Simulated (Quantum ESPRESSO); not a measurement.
# Band energies of NaAuO₂ at -3 % isotropic strain

```xyz
4
Lattice="3.2126 -1.4611 -0.0190 3.2126 1.4611 -0.0190 -2.8643 0.0000 5.2272" Properties=species:S:1:pos:R:3 pbc="T T T"
O     -0.1526     0.0000     1.3356
O      3.7134     0.0000     3.8536
Na     1.7804     0.0000     2.5946
Au     3.2126     0.0000    -0.0190
```

PBEsol (pw.x of Quantum ESPRESSO, ONCV potentials, no spin-orbit coupling); path XΓY,LΓZ,NΓM,RΓ; energies in eV from the valence-band maximum.

```csv
k (1/Å),point,band 16,band 17,band 18,band 19,band 20,band 21,band 22,band 23
0.00,X,-2.83,-2.39,-1.85,-1.15,-0.09,2.72,4.91,6.20
0.33,,-2.95,-2.35,-1.93,-1.40,-0.11,2.72,4.52,7.42
0.65,,-2.74,-2.28,-2.08,-1.62,-0.12,2.72,3.72,7.77
0.98,Γ,-2.55,-2.26,-2.13,-1.68,-0.11,2.72,3.33,7.02
1.34,,-2.93,-2.38,-2.21,-2.10,-0.03,2.88,4.27,6.38
1.58,Y,-3.27,-2.45,-2.27,-2.16,0.00,2.96,5.00,5.78
1.58,L,-2.83,-2.73,-2.53,-1.12,-0.16,2.91,4.94,7.23
1.92,,-2.93,-2.59,-2.47,-1.38,-0.17,2.87,4.98,7.61
2.25,,-2.75,-2.35,-2.18,-1.80,-0.15,2.79,4.15,7.73
2.59,,-2.57,-2.26,-2.11,-1.71,-0.12,2.73,3.39,7.08
2.70,Γ,-2.55,-2.26,-2.13,-1.68,-0.11,2.72,3.33,7.02
2.90,,-3.15,-1.95,-1.83,-1.63,-0.21,2.58,3.65,7.28
3.21,,-3.39,-2.25,-1.44,-0.96,-0.67,2.26,4.84,8.27
3.51,,-3.13,-2.82,-1.49,-1.31,-0.39,2.29,5.66,8.72
3.81,,-3.56,-2.78,-1.88,-1.67,-0.10,2.41,5.64,7.88
3.91,Z,-3.38,-2.91,-1.92,-1.70,-0.08,2.42,5.62,7.81
3.91,N,-3.48,-2.91,-1.90,-1.69,-0.09,2.35,5.79,7.93
4.02,,-3.63,-2.79,-1.85,-1.66,-0.11,2.33,5.82,7.96
4.32,,-3.13,-2.87,-1.41,-1.32,-0.42,2.19,5.87,8.65
4.63,,-3.39,-2.30,-1.38,-0.98,-0.65,2.20,4.93,8.23
4.94,,-3.15,-1.97,-1.85,-1.59,-0.20,2.57,3.67,7.28
5.14,Γ,-2.55,-2.26,-2.13,-1.68,-0.11,2.72,3.33,7.02
5.24,,-2.79,-2.08,-2.05,-1.67,-0.14,2.68,3.42,7.09
5.55,,-3.47,-2.14,-1.48,-1.20,-0.47,2.30,4.48,7.89
5.86,,-3.06,-2.80,-1.36,-1.10,-0.58,2.16,5.66,8.75
6.16,,-3.70,-2.69,-1.73,-1.60,-0.18,2.29,5.90,8.09
6.37,M,-3.48,-2.91,-1.90,-1.69,-0.09,2.35,5.79,7.93
6.37,R,-3.38,-2.91,-1.92,-1.70,-0.08,2.42,5.62,7.81
6.67,,-3.41,-2.71,-1.62,-1.48,-0.26,2.34,5.71,8.39
6.97,,-3.25,-2.48,-1.41,-0.88,-0.74,2.24,5.21,8.61
7.28,,-3.41,-1.97,-1.64,-1.44,-0.32,2.45,4.01,7.57
7.58,Γ,-2.55,-2.26,-2.13,-1.68,-0.11,2.72,3.33,7.02
```

The PBEsol gap is 1.46 eV; at least one edge lies off the plotted path, at a point of the SCF mesh. The smallest direct gap is 1.98 eV.

Without spin-orbit coupling, band edges of such heavy elements can be off by tenths of an eV.

Geometry strained from the cell relaxed with PBEsol, atoms relaxed again.

The structure is a Materials Project entry; no match was found in the copy of COD used, and its stability was not checked.
